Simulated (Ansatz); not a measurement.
Ga:
```cif
data_Ga8
_chemical_formula_sum 'Ga8'
_space_group_name_H-M_alt 'Cmce'
_space_group_IT_number 64
_space_group_name_Hall '-C 2ac 2'
_cell_length_a 4.47933
_cell_length_b 7.59625
_cell_length_c 4.48580
_cell_angle_alpha 90.000
_cell_angle_beta 90.000
_cell_angle_gamma 90.000
loop_
_atom_site_label
_atom_site_type_symbol
_atom_site_symmetry_multiplicity
_atom_site_Wyckoff_symbol
_atom_site_fract_x
_atom_site_fract_y
_atom_site_fract_z
_atom_site_occupancy
Ga1 Ga 8 f 0.00000 0.34406 0.41663 1
```
(The calculation used a cell of 4 atoms; values per cell refer to that cell.)

Relaxed at zero pressure with PBEsol in the plane-wave PAW code Ansatz.

**Question.** The volume is lowered by 3 % and shape and atoms relax at that volume. What pressure results, and how do the axes share the change?

**Answer.** 2.0 GPa; a -1.1 %, b -0.9 %, c -1.0 %; the energy rises by 3 meV/atom.

**Question.** Give the new structure.

**Answer.** 
Space group Cmce (No. 64); a = 4.4282 Å, b = 7.5302 Å, c = 4.4401 Å, α = 90.00°, β = 90.00°, γ = 90.00°

```
atom  site  symmetry       x       y       z
----  ----  --------  ------  ------  ------
Ga      8f       m..  0.0000  0.3444  0.4166
```

The phase is kept; no other phase was compared at this pressure.

The PBEsol relaxation kept the symmetry of its start; of distortions, only those at the zone centre were tested. Axis ratios of metals converge slowly with the k-mesh, so a and c are less sure than the volume.

Potentials: the earlier of the program's two PAW sets.
